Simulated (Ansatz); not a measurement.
Values for one crystal, relaxed and computed with DFT-r²SCAN in the program Ansatz with PAW potentials; other levels are named.

| Quantity | Value |
|---|---|
| Volume per atom | 13.05 Å³ |
| Electronic character | metallic (no gap) |
| Gap with spin–orbit coupling | none (metallic) |
| Pressure derivative B′ | 4.5 |
| Bulk modulus (Birch–Murnaghan fit) | 242 GPa |
| Density of states at the Fermi level | 1.3 states/eV per atom (mean over ±0.08 eV) |
| Young's modulus | 287 GPa |

Q: Pick the material that matches.
(A) AsRu, Pnma (As on 4c, Ru on 4c)
(B) SrVO3, cubic perovskite
(C) AlBRu3, cubic perovskite
(D) AlV2C, P6_3/mmc (Al on 2c, V on 4f, C on 2a)

A: C, AlBRu3, cubic perovskite

Space group Pm-3m (cubic perovskite). The start of the workflow was typed in or built on a structure type; neither database checked (COD, Materials Project) lists it. Its standing as an ambient phase is unchecked. The cell was relaxed with r²SCAN under the symmetry of its start; its stability against distortions is not shown here. No spin polarisation was allowed. The volume moved by -15 % from the start of the relaxation. Spin–orbit coupling is left out wherever it is not named.

Potentials: the later of the program's two PAW sets.
